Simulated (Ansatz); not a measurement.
Values for one crystal, relaxed and computed with DFT-r²SCAN in the program Ansatz with PAW potentials; other levels are named.

| Item | Value |
|---|---|
| Volume per atom | 15.45 Å³ |
| Electronic character | metallic (no gap) |
| Bulk modulus (Birch–Murnaghan fit) | 71.9 GPa |
| Formation energy from the elements (no fitted shifts) | -0.032 eV/atom |
| Density of states at the Fermi level | 0.45 states/eV per atom (mean over ±0.08 eV) |
| Pressure derivative B′ | 1.9 |

**Question.** Which compound is it?
(A) SiB2Os2, Cmmm (Si on 2a, Os on 4j, B on 4i)
(B) ZnSi2O, R3m (Zn on 3a, O on 3a, Si on 3a, Si on 3a)
(C) BaTiHO2, P4/mmm (Ba on 1d, Ti on 1a, O on 2f, H on 1b)
(D) SiGe, NiAs type

**Answer.** B, ZnSi2O, R3m (Zn on 3a, O on 3a, Si on 3a, Si on 3a)

The start of the workflow was typed in or built on a structure type; neither database checked (COD, Materials Project) lists it. Whether it is the stable phase at ambient conditions was not checked. The cell was relaxed with r²SCAN under the symmetry of its start; whether a distortion lowers the energy is not shown. The volume moved by 18 % from the start of the relaxation. The references are the lowest solids computed at this level, not always the standard phases (solids in place of the gases).

Potentials: the earlier of the program's two PAW sets. The files were generated under PBE; for other functionals the program regenerates the frozen cores, and for LDA and PBEsol the local potential too.
